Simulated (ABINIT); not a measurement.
ABINIT input for MgO, PBE with JTH PAW datasets:

```
pp_dirpath "./pseudo"
pseudos "Mg.GGA_PBE-JTH.xml, O.GGA_PBE-JTH.xml"

acell 3*1.0 angstrom
rprim
    0.000000000000     2.097000000000     2.097000000000
    2.097000000000     0.000000000000     2.097000000000
    2.097000000000     2.097000000000     0.000000000000
ntypat 2
znucl 12 8
natom 2
typat 1 2
xred
    0.000000000000     0.000000000000     0.000000000000
    0.500000000000     0.500000000000     0.500000000000
tolsym 1e-5
chksymtnons 0
chkprim 0

ecut 22.5
pawecutdg 45
pawovlp 20
ngkpt 9 9 9
nshiftk 1
shiftk 0 0 0
nband 11
occopt 7
tsmear 0.001
diemac 8
tolvrs 1e-10
nstep 90

nucefg 2
quadmom 0.199 0.0256
nucfc 1
prtwf 0
prtden 0
prteig 0
prtebands 0
prtgsr 0
```

Geometry: a computed entry of the Materials Project; it was not checked against measured cells. It is MgO in Fm-3m. Stability against distortions was not tested.

Each row changes or adds one setting. The quadmom values are sizes without sign and don't touch the SCF cycle. The limit is 90 steps. Cost ratios are rough, from a shared machine.  

| setting typed | SCF steps | k-points | converged | rough cost ratio |
|---|---|---|---|---|
| as in the input | 14 | 35 | yes | about 1 |
| diemac = 1000 | 14 | 35 | yes | about 1 |
| diemac = 2 | 13 | 35 | yes | about 1 |
| diemac = 4 | 15 | 35 | yes | about 1 |
| diemix = 0.2 | 36 | 35 | yes | about 1 |
| diemix = 0.4 | 17 | 35 | yes | about 1 |
| iscf = 12 | 21 | 35 | yes | about 1 |
| iscf = 2 | 27 | 35 | yes | about 1 |
| kptopt = 2 | 17 | 365 | yes | 7 |
| kptopt = 3 | 12 | 729 | yes | 10 |
| nline = 1 | 35 | 35 | yes | about 1 |

Fewest SCF steps among converged rows: 12 (kptopt = 3); most steps: 36 (diemix = 0.2). Steps of different solvers differ in work.
